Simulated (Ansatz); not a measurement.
TaRu (CsCl type, Pm-3m), the program Ansatz at the PBE level (PAW), all energies at zero smearing, with the estimated change up to a 700 eV cutoff added, with one set of potentials and settings (totals compare only within such a set). Cell of 2 atoms (1 Ta, 1 Ru): -15811.488 eV.

```json
[
 {"element": "Ta", "reference phase": "Im-3m, 1 atoms in the cell", "E (eV/atom)": "-9932.2522"},
 {"element": "Ru", "reference phase": "P6_3/mmc, 2 atoms in the cell", "E (eV/atom)": "-5878.6876"}
]
```

Formation energy per atom, worked out: (-15811.488 − 1×(-9932.2522) − 1×(-5878.6876))/2 = -0.274 eV/atom (-26 kJ per mol of atoms), at 0 K, without zero-point energy or fitted corrections.

The first step of the workflow began from a Materials Project structure, measured or hypothetical; the Crystallography Open Database files this formula in space group No. 221, but the cells were not matched. Whether it is the stable phase at ambient conditions was not checked. The PBE relaxation kept the symmetry of its start. At this level the phase is mechanically unstable. No spin polarisation was allowed. The references are the lowest solids computed at this level, not always the standard phases. Scalar-relativistic: spin–orbit coupling is off unless named, which matters more the heavier the elements.

Potentials: the later of the program's two PAW sets.
